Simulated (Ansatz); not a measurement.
NbAs:
Space group I4₁md (No. 109); a = b = 3.4734 Å, c = 11.7504 Å, α = β = γ = 90.00°

```csv
atom,site,symmetry,x,y,z
Nb,4a,2mm.,0.0000,0.0000,0.7489
As,4a,2mm.,0.0000,0.0000,0.1671
```
(The calculation used a cell of 4 atoms; values per cell refer to that cell.)

Relaxed at zero pressure with DFT-PBE in the program Ansatz with PAW potentials.

Q: The volume is lowered by 3 % and shape and atoms relax at that volume. What pressure results, and how do the axes share the change?

A: 5.2 GPa; a -0.8 %, b -0.8 %, c -1.4 %; the energy rises by 8 meV/atom.

Q: Give the new structure.

A: 
Space group I4₁md (No. 109); a = 3.445 Å, b = 3.445 Å, c = 11.584 Å, α = 90.00°, β = 90.00°, γ = 90.00°

| atom | site | symmetry | x | y | z |
|---|---|---|---|---|---|
| Nb | 4a | 2mm. | 0.0000 | 0.0000 | 0.7487 |
| As | 4a | 2mm. | 0.0000 | 0.0000 | 0.1673 |

The phase is kept; no other phase was compared at this pressure.

Space group I4_1md. The cell was relaxed with PBE under the symmetry of its start. The run is not spin-polarised.

Potentials: the later of the program's two PAW sets.
